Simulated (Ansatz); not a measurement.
Structures of V₂Ir: which is lowest?

Plane-wave DFT in Ansatz with scalar-relativistic PAW potentials, cutoff 420 eV, Γ-centred meshes chosen by cell and gap, Gaussian smearing with energies taken to zero width. Every cell was relaxed (cell and atoms) in a run of its own, within the symmetry of its start. Functional: PBE.

Relaxed structures (starts from databases or built by putting these elements on another compound's sites):
A. P6/mmm, 3 atoms in the computed cell, a = 4.216 Å, c = 2.662 Å; sites (symmetry × multiplicity) V -6m2 × 2, Ir 6/mmm × 1; start: built
B. Fd-3m, 6 atoms in the computed cell, a = 6.848 Å; sites (symmetry × multiplicity) V .-3m × 16, Ir -43m × 8; start: built

Q: Rank them by energy. Could pressure change the order?

A:
| structure | group | E − E(lowest) (meV/atom) | V (Å³/atom) | gap on mesh (eV) |
| --- | --- | --- | --- | --- |
| B | Fd-3m | 0.0 | 13.38 | 0.00 |
| A | P6/mmm | 145 | 13.66 | 0.00 |

B is lowest, 145 meV/atom under A. The lowest is also the densest of these, so pressure wouldn't bring one of the others in at first order. Other structures may lie lower than all of these, and vibrations aren't counted.

Spin-orbit coupling is left out, which matters for the bands of heavy elements.